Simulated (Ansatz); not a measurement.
Starting cell, KI (rock salt):

```yaml
crystal:
  lattice:
    - [0.00000, 3.59063, 3.59063]
    - [3.59063, 0.00000, 3.59063]
    - [3.59063, 3.59063, 0.00000]
  atoms:
    - { symbol: I, position: [0.00000, 0.00000, 0.00000] }
    - { symbol: K, position: [0.50000, 0.50000, 0.50000] }
```

In each cell atom 2 (K, nearest neighbour I at 3.591 Å; its periodic images, 5.1 Å or more away, move with it) moves by s·(0.707, 0.707, 0.000) (along Cartesian [110]), the rest being held.

All values below come from PBE (plane waves to 420 eV, PAW, scalar-relativistic; Ansatz, a first-principles code). k mesh 7×7×7 (Γ-centred), Fermi-Dirac smearing 0.05 eV. E stands for the smeared free energy. KI was relaxed with its symmetry unable to fall. Spin-orbit coupling is left out, though I is heavy. The relaxed volume of KI is well above the measured one; the method has no dispersion term. The zero of ΔE is the undisplaced structure.

```
s (Å)   ΔE (meV/cell)
------  -------------
-0.720          258.3
-0.576       withheld
-0.432           84.6
-0.288           36.3
-0.144            8.9
0.000             0.0
0.144             8.9
0.288            36.3
0.432            84.6
0.576        withheld
0.720           258.3
```

Fit an even polynomial form (powers 2, 4) to the given rows and predict ΔE at s = -0.576.

Least squares on the 9 given rows: ΔE = (427.5)·s² + (136.5)·s⁴, in meV/cell with s in Å; root-mean-square residual 0.06 meV/cell. At -0.576 the fit gives 156.9 meV/cell; the calculation gives 157.2 meV/cell, so the interpolation is off by -0.3 (-0.2 %). The quadratic term alone would give 141.8 meV/cell.

(For displaced atoms, the force is minus the slope of the energy, and its curvature is a force constant, which sets phonon frequencies.)
